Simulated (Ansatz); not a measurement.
Pb (hcp, Mg type)

```
Pb
1.0
    3.48574     0.00000     0.00000
   -1.74287     3.01874     0.00000
    0.00000     0.00000     5.75641
Pb
2
Direct
  0.33333   0.66667   0.25000
  0.66667   0.33333   0.75000
```

The slice is a (0001) plane (indices of the conventional cell) through the point (0.333, 0.667, 0.250) (fractional), spanned by u = [110] and v = [1 -1 0] in vectors of this cell: u (3.49 Å) and v (6.04 Å, at 90° to u). It covers one period; positions are fractions (u, v).

Computed with r2SCAN+rVV10 (plane waves to 500 eV, PAW, scalar-relativistic; Ansatz, a quantum-chemistry and plane-wave program). k mesh 15×15×8. Inside the PAW spheres the values are not all-electron values, and peaks at nuclei hang on which shells count as valence. Pb was relaxed with its symmetry unable to fall. Spin-orbit coupling is left out, though Pb is heavy. This is one of several known forms of Pb; the measured ambient cells at hand have space group No. 225.

Q: What is the ELF at the midpoint of the shortest Pb–Pb line in this plane (3.49 Å)?

A: 0.21.

Q: What is the valence density on the shortest Pb–Pb line in this plane (3.49 Å), at its midpoint?

A: 0.12 e/Å³.

Q: Predict the map of the electrostatic potential energy of an electron, from the cell's mean on the slice.

A: 
```
|xxxxxx +#%#+ xxxxx|
|xxxxx :*%%%*: xxxx|
|xxxxx =#%@%#= xxxx|
|xxxx :+%@@@%+: xxx|
|xx  :+#%@@@%#+:  x|
|  .-+#%@@@@@%#+-. |
|==+*#%%@@@@@%%#*+=|
|##%%%%%%###%%%%%%#|
|@@@%%#*+===+*#%%@@|
|@@@%#+-.   .-+#%@@|
|@@%#+:  xxx  :+#%@|
|@@%+: xxxxxxx :+%@|
|@%#- xxxxxxxxx -#%|
|%%*: xxxxxxxxx :*%|
|%#+ xxxxxxxxxxx +#|
|%#+ xxxxxxxxxxx +#|
|%#+ xxxxxxxxxxx +#|
|%%*: xxxxxxxxx :*%|
|@%#= xxxxxxxxx =#%|
|@@%+: xxxxxxx :+%@|
|@@%#+:  xxx  :+#%@|
|@@@%#+-.   .-+#%@@|
|@@@%%#*+===+*#%%@@|
|##%%%%%%###%%%%%%#|
|==+*#%%@@@@@%%#*+=|
|  .-+#%@@@@@%#+-. |
|xx  :+#%@@@%#+:  x|
|xxxx :+%@@@%+: xxx|
|xxxxx -#%@%#- xxxx|
|xxxxx :*%%%*: xxxx|
|xxxxxx +#%#+ xxxxx|
|xxxxxx +#%#+ xxxxx|
```
Scale: ten equal steps from -1.00 (start of ' ') to 7.45 (end of '@'), in the order ' .:-=+*#%@'. Values: electrostatic potential energy of an electron, from the cell's mean, in eV. The map has 18 points along u (one character each, u = 0 at the left) and 32 along v (v = 0 in the bottom row). Points within 1 Å of a nucleus are blanked (x), as the pseudised field means little there. Values under -1 eV are set to -1. The zero, the cell's mean, hangs on the PAW cores.
